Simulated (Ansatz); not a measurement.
Input for Ansatz (plane-wave DFT, PAW):

```yaml
crystal:
  lattice:
    - [-3.3317251921, 3.3317251921, 3.3317251921]
    - [3.3317251921, -3.3317251921, 3.3317251921]
    - [3.3317251921, 3.3317251921, -3.3317251921]
  atoms:
    - { symbol: Si, position: [0.25, 0.125, 0.875] }
    - { symbol: Si, position: [0.875, 0.25, 0.125] }
    - { symbol: Si, position: [0.75, 0.375, 0.625] }
    - { symbol: Si, position: [0.625, 0.75, 0.375] }
    - { symbol: Si, position: [0.125, 0.875, 0.25] }
    - { symbol: Si, position: [0.375, 0.625, 0.75] }
    - { symbol: "N", position: [0.5658240346, 0.5658240346, 0.5658240346] }
    - { symbol: "N", position: [0.4341759654, 0.5, 0.0] }
    - { symbol: "N", position: [0.5, 0.0, 0.9341759654] }
    - { symbol: "N", position: [0.0, 0.4341759654, 0.5] }
    - { symbol: "N", position: [0.9341759654, 0.5, 0.0] }
    - { symbol: "N", position: [0.0658240346, 0.0658240346, 0.0658240346] }
    - { symbol: "N", position: [0.0, 0.9341759654, 0.5] }
    - { symbol: "N", position: [0.5, 0.0, 0.4341759654] }
basis:
  ecutwfc: 420
kpoints:
  mp_grid: { grid: [6, 6, 6] }
hamiltonian:
  xc: pbesol
scf:
  occupations: { method: gaussian, width: 0.02 }
output:
  forces: true
  stress: true
  eigenvalues: true
relax:
  adjacent_minimum: "off"
  f_tol: 0.01
  max_steps: 30
```

Launched with
```bash
ansatz run input.yaml --threads 4 --pin off --max-ram 10240MiB --backend cpu --events-out ev --progress --plain --runs-dir out
```

All numbers below come from DFT PBEsol, scalar-relativistic, plane waves, PAW in Ansatz 0.2.0.

Abridged output (iterations and final results):

```
SCF iter   1: F=—  HF=-6771.732521 eV  |F-HF|=—  |Δ(HF+E_count)|=         —  Δρ=1.18e-2  dr2=1.99e-1  ethr=1.77e-3  ⟨swp⟩=6.3  Hψ=3419  notcnv=0  defer=25
SCF iter   2: F=—  HF=-6771.677315 eV  |F-HF|=—  |Δ(HF+E_count)|=   5.52e-2  Δρ=2.11e-3  dr2=4.52e-3  ethr=3.12e-4  ⟨swp⟩=2.5  Hψ=1368  notcnv=0  defer=111
SCF iter   3: F=—  HF=-6771.677135 eV  |F-HF|=—  |Δ(HF+E_count)|=   1.80e-4  Δρ=1.10e-3  dr2=1.18e-3  ethr=7.06e-6  ⟨swp⟩=1.4  Hψ=744  notcnv=0  defer=111
SCF iter   4: F=—  HF=-6771.677316 eV  |F-HF|=—  |Δ(HF+E_count)|=   1.81e-4  Δρ=1.16e-4  dr2=1.37e-5  ethr=1.85e-6  ⟨swp⟩=2.0  Hψ=1124  notcnv=0  defer=111
SCF iter   5: F=-6771.677325 eV  HF=-6771.677325 eV  |F-HF|=2.07e-7  |Δ(HF+E_count)|=   9.27e-6  Δρ=2.19e-5  dr2=6.58e-7  ethr=2.14e-8  ⟨swp⟩=2.0  Hψ=989  notcnv=0  defer=111
SCF iter   6: F=-6771.677326 eV  HF=-6771.677325 eV  |F-HF|=6.83e-9  |Δ(HF+E_count)|=   6.70e-8  Δρ=2.70e-6  dr2=7.18e-9  ethr=1.03e-9  ⟨swp⟩=9.4  Hψ=3534  notcnv=0
SCF 1 converged in 6 iterations: F = -6771.677326 eV  dr2 = 7.18e-9
relax step   1: F+E_penalty+E_count = -6771.67732551 eV  Δ(F+E_penalty+E_count) = +0.000e0 eV  max|allowed force component| = 4.070e-2 eV/Å  Δτ_max = 0.0000 Å  (6 SCF iters, dr2 threshold 2.50e-6 eV, accepted)
Initial density: handed on by an earlier stage of this run
Initial wavefunctions: those handed on with the density
SCF iter   1: F=—  HF=-6771.680487 eV  |F-HF|=—  |Δ(HF+E_count)|=         —  Δρ=1.11e-3  dr2=1.15e-3  ethr=1.55e-6  ⟨swp⟩=2.0  Hψ=2137  notcnv=0  defer=111
SCF iter   2: F=—  HF=-6771.680197 eV  |F-HF|=—  |Δ(HF+E_count)|=   2.89e-4  Δρ=6.07e-4  dr2=3.45e-4  ethr=1.55e-6  ⟨swp⟩=1.2  Hψ=700  notcnv=0  defer=111
SCF iter   3: F=—  HF=-6771.680082 eV  |F-HF|=—  |Δ(HF+E_count)|=   1.15e-4  Δρ=5.63e-5  dr2=2.22e-6  ethr=5.39e-7  ⟨swp⟩=2.2  Hψ=1031  notcnv=0  defer=111
SCF iter   4: F=—  HF=-6771.680214 eV  |F-HF|=—  |Δ(HF+E_count)|=   1.32e-4  Δρ=9.98e-6  dr2=1.25e-7  ethr=1.62e-10  ⟨swp⟩=11.7  Hψ=3849  notcnv=0
SCF iter   5: F=-6771.680214 eV  HF=-6771.680214 eV  |F-HF|=1.25e-8  |Δ(HF+E_count)|=   1.15e-8  Δρ=4.27e-6  dr2=2.31e-8  ethr=1.62e-10  ⟨swp⟩=4.0  Hψ=2261  notcnv=0
SCF 2 converged in 5 iterations: F = -6771.680214 eV  dr2 = 2.31e-8
relax step   2: F+E_penalty+E_count = -6771.68021377 eV  Δ(F+E_penalty+E_count) = -2.888e-3 eV  max|allowed force component| = 1.683e-2 eV/Å  Δτ_max = 0.0072 Å  (5 SCF iters, dr2 threshold 1.04e-7 eV, accepted)
SCF iter   1: F=—  HF=-6771.680873 eV  |F-HF|=—  |Δ(HF+E_count)|=         —  Δρ=7.85e-4  dr2=5.64e-4  ethr=8.98e-6  ⟨swp⟩=2.6  Hψ=1643  notcnv=0  defer=111
SCF iter   2: F=—  HF=-6771.680730 eV  |F-HF|=—  |Δ(HF+E_count)|=   1.43e-4  Δρ=4.28e-4  dr2=1.73e-4  ethr=8.82e-7  ⟨swp⟩=1.0  Hψ=864  notcnv=0  defer=111
SCF iter   3: F=—  HF=-6771.680666 eV  |F-HF|=—  |Δ(HF+E_count)|=   6.33e-5  Δρ=4.70e-5  dr2=1.42e-6  ethr=2.71e-7  ⟨swp⟩=2.0  Hψ=1009  notcnv=0  defer=111
SCF iter   4: F=—  HF=-6771.680808 eV  |F-HF|=—  |Δ(HF+E_count)|=   1.42e-4  Δρ=1.65e-5  dr2=2.07e-7  ethr=1.56e-10  ⟨swp⟩=10.9  Hψ=3601  notcnv=0
SCF iter   5: F=-6771.680808 eV  HF=-6771.680808 eV  |F-HF|=1.29e-9  |Δ(HF+E_count)|=   7.98e-8  Δρ=2.54e-6  dr2=6.22e-9  ethr=1.56e-10  ⟨swp⟩=4.0  Hψ=2250  notcnv=0
SCF 3 converged in 5 iterations: F = -6771.680808 eV  dr2 = 6.22e-9
relax step   3: F+E_penalty+E_count = -6771.68080814 eV  Δ(F+E_penalty+E_count) = -5.944e-4 eV  max|allowed force component| = 7.286e-5 eV/Å  Δτ_max = 0.0051 Å  (5 SCF iters, accepted)
SCF converged after 5 iterations
Free energy (F): -6771.680808 eV
Harris-Foulkes:  -6771.680808 eV  (|F-HF|=1.29e-9)
Internal energy: -6771.680808 eV  (E = F + TS)
E sigma→0 (E₀):  -6771.680808 eV
Fermi energy:    9.949260 eV
--- Per-component energies (eV) ---
  E_band       = 78.954266
  E_kinetic    = 1311.899505
  E_local      = -1814.570748  (includes V_loc(G=0)·N_el)
  E_nonlocal   = 502.485371
  E_hartree    = 571.920931
  E_xc         = -808.146749
  E_vxc        = -894.992106  (∫ρ·V_xc dr)
  E_paw        = -3974.477349  (= ΣΔE_a)
  E_vpaw       = -169.708978  (= ΣTr[D̂ρ^β])
  E_aug_tail   = 0.000838  (compensation charges beyond the density's cutoff)
  E_ewald      = -2561.206762
  E_core_change = 0.414155  (= ΣΔE_core)
  E_smearing   =  0.000000  (= −TS)
--- Forces (eV/Å), atoms counted from 1 ---
  atom   1  Si     0.00000000     0.00000000     0.00000000
  atom   2  Si     0.00000000     0.00000000     0.00000000
  atom   3  Si     0.00000000     0.00000000     0.00000000
  atom   4  Si     0.00000000     0.00000000     0.00000000
  atom   5  Si     0.00000000     0.00000000     0.00000000
  atom   6  Si     0.00000000     0.00000000     0.00000000
  atom   7  N     -0.00007286    -0.00007286    -0.00007286
  atom   8  N     -0.00007286     0.00007286     0.00007286
  atom   9  N      0.00007286     0.00007286    -0.00007286
  atom  10  N      0.00007286    -0.00007286     0.00007286
  atom  11  N     -0.00007286     0.00007286     0.00007286
  atom  12  N     -0.00007286    -0.00007286    -0.00007286
  atom  13  N      0.00007286    -0.00007286     0.00007286
  atom  14  N      0.00007286     0.00007286    -0.00007286
--- Stress (GPa, compression-positive) ---
      -20.838394       0.000000       0.000000
        0.000000     -20.838394       0.000000
        0.000000       0.000000     -20.838394
  P = ⅓ Tr σ = -20.8384 GPa (-208.384 kbar)
--- Band table (eV; the first three rows and the last of 16) ---
  k-point 0: bands = ["-9.3545", "-6.7469", "-6.7469", "-6.7469", "-6.2405", "-6.2405", "-6.2405", "-5.7305", "-1.2950", "-1.2950", "-0.1300", "-0.1300", "-0.1300", "2.7884", "2.7884", "2.7884", "3.4102", "4.1244", "4.1244", "4.2771", "4.2771", "4.2771", "5.3246", "5.3246", "5.3246", "6.3443", "6.3443", "6.3443", "8.0054", "8.0054", "8.0054", "8.0922", "11.7271", "12.2153", "12.2153", "12.2153", "12.6231", "12.6231", "13.5963", "13.5963", "13.5963", "15.4643", "15.4643", "15.4643", "16.1310", "16.1310"]
  k-point 1: bands = ["-9.2291", "-6.9696", "-6.8225", "-6.8086", "-6.3001", "-6.2474", "-6.1801", "-5.7147", "-1.1063", "-1.0331", "-0.0147", "0.0349", "0.1171", "2.4092", "2.6810", "2.8618", "3.6564", "3.9001", "3.9803", "4.1424", "4.2089", "4.3886", "4.9163", "5.2005", "5.2832", "6.2794", "6.3549", "6.3854", "7.6598", "7.8566", "8.0378", "8.0554", "11.8585", "12.1247", "12.2121", "12.4207", "12.7931", "13.1578", "13.9668", "14.1172", "14.1492", "15.4224", "15.5217", "15.5508", "16.3076", "16.4210"]
  k-point 2: bands = ["-8.8626", "-7.5933", "-6.9309", "-6.9167", "-6.3221", "-6.2748", "-6.0324", "-5.7422", "-0.6375", "-0.5920", "0.2407", "0.3089", "0.9148", "1.9972", "2.6455", "2.8640", "3.0775", "3.5216", "3.7701", "3.8263", "3.9423", "4.5385", "4.7632", "4.9933", "5.2159", "6.1421", "6.1552", "6.6025", "6.9291", "7.4192", "8.1105", "8.1189", "12.1494", "12.3684", "12.8912", "13.0298", "13.4128", "13.6992", "14.4315", "14.6402", "15.0663", "15.2811", "15.7156", "15.8033", "16.2029", "16.4403"]
  k-point 15: bands = ["-7.3503", "-7.3503", "-7.3503", "-7.3503", "-7.3503", "-7.3503", "-5.7523", "-5.7523", "1.1379", "1.1379", "1.1379", "1.1379", "1.1379", "1.1379", "2.8931", "2.8931", "2.8931", "2.8931", "2.8931", "2.8931", "3.9966", "3.9966", "3.9966", "3.9966", "6.4328", "6.4328", "6.4328", "6.4328", "6.4328", "6.4328", "7.0415", "7.0415", "13.1138", "13.1138", "13.1138", "13.1138", "13.1138", "13.1138", "15.7097", "15.7097", "15.7097", "15.7097", "15.7097", "15.7097", "16.8698", "16.8698"]
--- Relaxed structure (3 steps of the walk, 3 accepted, 0 SCFs on fresh bases) ---
  F+E_penalty+E_count = -6771.68080814 eV   max|allowed force component| = 7.286e-5 eV/Å
  atoms:
    - { symbol: Si, position: [0.24999999, 0.125, 0.875] }
    - { symbol: Si, position: [0.87500000, 0.25000000, 0.125] }
    - { symbol: Si, position: [0.75, 0.375, 0.625] }
    - { symbol: Si, position: [0.62500000, 0.75000000, 0.375] }
    - { symbol: Si, position: [0.12499999, 0.87500000, 0.25000000] }
    - { symbol: Si, position: [0.375, 0.625, 0.75] }
    - { symbol: N, position: [0.56796816, 0.56796816, 0.56796816] }
    - { symbol: N, position: [0.43203183, 0.5, 0.0] }
    - { symbol: N, position: [0.5, 0.0, 0.93203183] }
    - { symbol: N, position: [0.0, 0.43203183, 0.5] }
    - { symbol: N, position: [0.93203183, 0.5, 0.0] }
    - { symbol: N, position: [0.06796816, 0.06796816, 0.06796816] }
    - { symbol: N, position: [0.0, 0.93203183, 0.5] }
    - { symbol: N, position: [0.5, 0.0, 0.43203183] }
```

The relaxation met its thresholds.

The run took 6.5 s on 4 threads of Oxide Virtual Turin-like Processor (Zen 5) (shared host), peak memory 0.53 GiB.